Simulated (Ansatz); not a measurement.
TiHg (space group P4/mmm)

```
TiHg
1.0
    2.98407     0.00000     0.00000
    0.00000     2.98407     0.00000
    0.00000     0.00000     4.11248
Ti Hg
1 1
Cartesian
  1.49204   1.49204   2.05624
  0.00000   0.00000   0.00000
```

Scan: atom 1 (Ti, nearest neighbour Hg at 2.946 Å; its periodic images, 3.0 Å or more away, move with it) is displaced along Cartesian [110], direction (0.707, 0.707, 0.000) in Cartesian axes, by s. The other atoms stay.

Method: r2SCAN (plane waves to 500 eV, PAW, scalar-relativistic; Ansatz, a first-principles code). k mesh 13×13×9 (Γ-centred), Fermi-Dirac smearing 0.05 eV. Compression counts positive. With partly filled bands, energies and forces of such displacements shift with the k mesh and the smearing. F∥ is the force on the atom along that direction. Spin-orbit coupling is left out, though Hg is heavy. TiHg is run without spin polarisation. TiHg was relaxed with its symmetry unable to fall. 

| s (Å) | F∥ (eV/Å) | P (GPa) |
|---|---|---|
| -0.880 | ___ | ___ |
| -0.704 | 2.807 | 13.1 |
| -0.528 | 1.902 | 7.3 |
| -0.352 | 1.145 | 3.2 |
| -0.176 | 0.530 | 0.8 |
| 0.000 | 0.000 | 0.0 |
| 0.176 | -0.530 | 0.8 |
| 0.352 | -1.145 | 3.2 |
| 0.528 | -1.902 | 7.3 |
| 0.704 | -2.807 | 13.1 |
| 0.880 | ___ | ___ |

**Question.** Some entries are withheld; supply them.

**Answer.** 
- -0.880, F∥ (eV/Å): 3.823
- -0.880, P (GPa): 20.4
- 0.880, F∥ (eV/Å): -3.823
- 0.880, P (GPa): 20.4

(A displaced cell: forces are minus the slopes of the energy, force constants its curvatures, and phonons follow from these.)
